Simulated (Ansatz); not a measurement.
A relaxed cell of Nb2Si2O is given with its symmetry left out. The cell was found from a structure generator's guess, not taken from experiment.

Level of theory: Ansatz 0.2.0, DFT PBE, scalar-relativistic, plane waves, PAW. Cutoff 420 eV, Γ-centred mesh, Gaussian smearing, no spin polarisation.

```xyz
5
Lattice="4.6294 0.0000 0.0000 0.0000 4.6294 0.0000 0.0000 0.0000 4.4989" Properties=species:S:1:pos:R:3 pbc="T T T"
Nb    0.0000    2.3147    2.2495
Nb    2.3147    0.0000    2.2495
Si    0.0000    0.0000    0.0000
Si    0.0000    0.0000    2.2495
O     2.3147    2.3147    2.2495
```

Formation energies are uncorrected and refer to the elements' standard structures at the same level (O₂ as a molecule).

Question: Find its symmetry and describe it.

Answer: P4/mmm (No. 123). Conventional cell: a = 4.629 Å, c = 4.499 Å. Around Nb lie 2 O at 2.31 Å and 2 Si at 2.31 Å; Si on its first site is surrounded by 2 Si at 2.25 Å; around Si on its second site lie 2 Si at 2.25 Å and 4 Nb at 2.31 Å; O is surrounded by 4 Nb at 2.31 Å.

Question: How far does it lie from the elements in energy?

Answer: +0.24 eV/atom. The separate elements lie lower, so it is unstable against them.

Question: Is it a metal?

Answer: Yes, bands cross the Fermi level on the 8×8×8 mesh.

The last run used an 8×8×8 mesh for its 5-atom cell and Gaussian smearing of 0.10 eV. The cell is a metal run without spin; a magnetic state may lie lower. Symmetry constrained the relaxation, so the result can be a saddle point. Another cell of Nb2Si2O relaxed alike, in C2/m, lies 0.78 eV/atom lower, so this cell isn't the stable form at this level.
